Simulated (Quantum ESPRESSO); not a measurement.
For atom 3 (H) of MgH2 in P4₂/mnm, PBE PAW (JTH datasets; density from pw.x of a modified build of Quantum ESPRESSO, gradients reconstructed from it by a script) gives this field-gradient tensor in Cartesian axes (atomic units, 1 a.u. = 9.7174×10²¹ V/m²):

```
-0.0053   0.0467   0.0000
 0.0467  -0.0053   0.0000
 0.0000   0.0000   0.0106
```

The cell was made here from an entry of the Crystallography Open Database (unchecked): atoms relaxed with PBE in the measured cell (PBE without dispersion, pw.x of Quantum ESPRESSO, symmetry kept).  Stability against distortions was not tested.  Cores are frozen. Against all-electron runs on small test molecules, this scheme's |Vzz| missed by −3 to +1 % on H. Mg had no test against all-electron runs.

Problem. Find the principal values, η_Q, |C_Q|, ν_Q and P_Q for ²H (I = 1, |Q| = 0.00286 barn).

Solution. Eigenvalues (principal values) by size: Vxx = 0.0106, Vyy = 0.0414, Vzz = -0.0520 a.u. (they sum to zero).
η_Q = (Vxx − Vyy)/Vzz = 0.59.
|C_Q| = 234.96 MHz × |Q|/barn × |Vzz|/a.u. = 234.96 × 0.00286 × 0.0520 = 0.035 MHz.
Quadrupole frequency ν_Q = 3C_Q/[2I(2I − 1)] = 0.052 MHz, and P_Q = C_Q(1 + η²/3)^½ = 0.037 MHz.
